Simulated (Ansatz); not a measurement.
LaGe₃Ru, first-principles data

LaGe$_{3}$Ru:
Space group I4mm (No. 107); a = b = 4.4349 Å, c = 10.1414 Å, α = β = γ = 90.00°

```json
[
 {"atom": "La", "site": "2a", "symmetry": "4mm", "x": "0.0000", "y": "0.0000", "z": "0.9986"},
 {"atom": "Ge", "site": "2a", "symmetry": "4mm", "x": "0.0000", "y": "0.0000", "z": "0.4252"},
 {"atom": "Ge", "site": "4b", "symmetry": "2mm.", "x": "0.0000", "y": "0.5000", "z": "0.2591"},
 {"atom": "Ru", "site": "2a", "symmetry": "4mm", "x": "0.0000", "y": "0.0000", "z": "0.6591"}
]
```
(The calculation used a cell of 5 atoms; values per cell refer to that cell.)

Space group I4mm (No. 107); conventional cell a = b = 4.435 Å, c = 10.141 Å, α = β = γ = 90.00°.

Method: r²SCAN (plane waves, PAW; program Ansatz). The cell and atoms are relaxed at this level. Other levels are named where they apply.

### Cell and energy

```yaml
volume_per_atom: 19.95 Å³
density: 7.62 g/cm³
Formation energy from the elements (no fitted shifts): -0.66 eV/atom
```

### Electronic structure

```yaml
electronic_character: metallic (no gap)
Density of states at the Fermi level: 0.40 states/eV per atom (mean over ±0.08 eV)
```

The first step of the workflow began from a Materials Project structure, measured or hypothetical; the Crystallography Open Database copy checked does not list it. Its standing as an ambient phase is unchecked. Symmetry was held in the r²SCAN relaxation; its stability against distortions is not shown here. No spin polarisation was allowed. The references are the lowest solids computed at this level, not always the standard phases. Spin–orbit coupling is left out wherever it is not named.

Potentials: the later of the program's two PAW sets.
